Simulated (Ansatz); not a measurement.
Ga₂O₃:
```cif
data_Ga16O24
_chemical_formula_sum 'Ga16 O24'
_space_group_name_H-M_alt 'Pna21'
_space_group_IT_number 33
_space_group_name_Hall 'P 2c -2n'
_cell_length_a 5.04227
_cell_length_b 8.67322
_cell_length_c 9.28526
_cell_angle_alpha 90.000
_cell_angle_beta 90.000
_cell_angle_gamma 90.000
loop_
_atom_site_label
_atom_site_type_symbol
_atom_site_symmetry_multiplicity
_atom_site_Wyckoff_symbol
_atom_site_fract_x
_atom_site_fract_y
_atom_site_fract_z
_atom_site_occupancy
Ga1 Ga 4 a 0.17848 0.34826 0.20695 1
Ga2 Ga 4 a 0.18761 0.66164 0.01764 1
Ga3 Ga 4 a 0.17888 0.03204 0.00457 1
Ga4 Ga 4 a 0.19239 0.34931 0.79529 1
O1 O 4 a 0.02216 0.48813 0.64157 1
O2 O 4 a 0.15350 0.34087 0.40645 1
O3 O 4 a 0.02705 0.82465 0.13521 1
O4 O 4 a 0.02097 0.16750 0.14678 1
O5 O 4 a 0.15056 0.67085 0.37968 1
O6 O 4 a 0.15077 0.00186 0.41207 1
```

Relaxed with r²SCAN.

Problem. Tabulate the valence density and the electron localisation function along the shortest Ga–Ga contact (2.95 Å), DFT-r²SCAN in the program Ansatz with PAW potentials.

Solution. 

```
distance from Ga (Å)  density (e/Å³)   ELF
--------------------  --------------  ----
0.30                           20.47  0.01
0.44                            6.90  0.03
0.59                            2.07  0.09
0.74                            0.80  0.15
0.89                            0.43  0.15
1.03                            0.28  0.11
1.18                            0.22  0.10
1.33                            0.20  0.09
1.48                            0.19  0.08
1.62                            0.19  0.08
1.77                            0.21  0.09
1.92                            0.27  0.10
2.07                            0.42  0.14
2.21                            0.80  0.15
2.36                            2.07  0.10
2.51                            6.92  0.03
2.66                           20.48  0.01
```

The density is the valence pseudo-density with augmentation charge, so density and ELF within about 1 Å of a nucleus are not all-electron values.

Space group Pna2_1. The start of the workflow was typed in or built on a structure type; neither database checked (COD, Materials Project) lists it. It is not the phase usual at ambient conditions (space group No. 12, 167). The r²SCAN relaxation kept the symmetry of its start; its stability against distortions is not shown here.

Potentials: the later of the program's two PAW sets.
